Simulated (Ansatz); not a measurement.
**Equation of state of MnHg**

```
CELL_PARAMETERS angstrom
3.28800 0.00000 0.00000
0.00000 3.28800 0.00000
0.00000 0.00000 3.31300
ATOMIC_POSITIONS crystal
Mn 0.50000 0.50000 0.50000
Hg 0.00000 0.00000 0.00000
```

Conventional cell: a = 3.288 Å, b = 3.288 Å, c = 3.313 Å, α = 90.00°, β = 90.00°, γ = 90.00°. Mn (atom 1) is surrounded by 8 Hg at 2.85 Å. Hg (atom 2) is surrounded by 8 Mn at 2.85 Å.

The cell is COD entry 1522568, as deposited and not checked against the literature; nothing was relaxed.

The magnetic state is the one reached from the start moments; no search over orders was made, so it needn't be the ground state.

Spin–orbit coupling is left out, though it moves levels of the heavy atoms by tenths of an eV or more.

Methods: DFT, PBE, all-electron LAPW, scalar-relativistic (Ansatz 0.2.0); DFT, PBE, PAW with Ansatz's default frozen-core files, scalar-relativistic (Ansatz 0.2.0).

For LAPW: a Γ-centred 11×11×11 k mesh, Fermi–Dirac smearing of 0.05 eV, basis error target 0.5 meV/atom, spin-polarised from start moments Mn1 4 μB. PAW takes a cutoff of 420 eV at this cell. The Ansatz runs share mesh, smearing and spin set-up. Plane-wave (PAW) pressures include the program's estimate of the Pulay term.

The cell above is scaled evenly, with fractional coordinates and shape held.

| V/V(cell) | V (Å³/atom) | P, LAPW (GPa) | P, PAW (GPa) | moment, LAPW (μB) | free energy over the lowest listed, PAW (meV/atom) |
| --- | --- | --- | --- | --- | --- |
| 0.9405 | 16.843 | ? | ? | ? | ? |
| 0.9800 | 17.550 | 3.40 | 3.37 | 3.80 | 8.7 |
| 1.0000 | 17.908 | 1.97 | 1.94 | 3.89 | 2.8 |
| 1.0200 | 18.266 | 0.60 | 0.58 | 3.96 | 0.0 |
| 1.0600 | 18.983 | -2.19 | -2.20 | 4.03 | 3.7 |

Q: Fill in the row V/V(cell) = 0.9405.

A: P, LAPW (GPa) = 7.48, P, PAW (GPa) = 7.46, moment, LAPW (μB) = 3.69, free energy over the lowest listed, PAW (meV/atom) = 32.1.

Q: What do Birch–Murnaghan fits to the pressures give?

A: LAPW: V0 = 18.38 Å³/atom, B0 = 70 GPa, B0′ = 4.4; PAW: V0 = 18.37 Å³/atom, B0 = 70 GPa, B0′ = 4.5.

PAW's V0 lies -0.03 % from the all-electron value and its B0 -0.4 %. With shape and internal coordinates held, B0 is an upper bound to the relaxed modulus.
